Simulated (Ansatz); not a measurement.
The cell is InGa2P3 as one 6-atom ordering (Imm2) on the zincblende lattice; cell and atoms were relaxed with r2SCAN. Space group Imm2 (No. 44), orthorhombic; conventional cell a = 3.949 Å, b = 11.875 Å, c = 5.618 Å, 21.95 Å³ an atom. Ga has 4 P at 2.36–2.38 Å; P has 3 Ga at 2.36–2.38 Å and 1 In at 2.55 Å; In has 4 P at 2.52–2.55 Å; P has 2 Ga at 2.36 Å and 2 In at 2.52 Å.

```
CELL_PARAMETERS angstrom
-1.97457 5.93740 2.80894
1.97457 -5.93740 2.80894
1.97457 5.93740 -2.80894
ATOMIC_POSITIONS crystal
Ga 0.66966 0.00054 0.66913
P 0.43882 0.26337 0.17545
Ga 0.33141 0.00054 0.33087
P 0.08792 0.26337 0.82455
In 0.00092 0.00092 0.00000
P 0.72127 0.22127 0.50000
```

The questions ask for values computed with the plane-wave code Ansatz on this geometry. No magnetic order. The prototype was imposed, so other structures may be more stable.

(1) What gap does r2SCAN give, and where are the band edges?

(2) How does the gap change from r2SCAN to PBE+SOC (8×8×8)?

(3) Estimate the gap with HSE06 on 4×4×4.

(4) Roughly how does the cost of the PBE0 run (4×4×4) compare with r2SCAN's (8×8×8)?

(5) How do the levels compare, in gap and in cost?

Answers

(1) r2SCAN gives a direct gap of 1.70 eV at Γ.

(2) With PBE+SOC the gap is 1.21 eV and direct, at Γ. Spin-orbit coupling itself accounts for -0.01 eV. The gap differs by -0.49 eV from r2SCAN's.

(3) With HSE06 the gap is 2.11 eV and direct, at Γ. The gap differs by +0.41 eV from r2SCAN's.

(4) About 5 times as much (8 core-minutes against 90 core-seconds, on 4 threads of Arm Neoverse V2, on a shared host).

(5) r2SCAN covers 54 % of the step from PBE to HSE06, while HSE06 needs about 5 times r2SCAN's cost (on a coarser mesh). For gaps to 0.1 eV, spin-orbit coupling (up to 0.01 eV here) can be left out. All these functionals give a gap of the same kind, direct.

Only the levels marked +SOC include spin-orbit coupling.
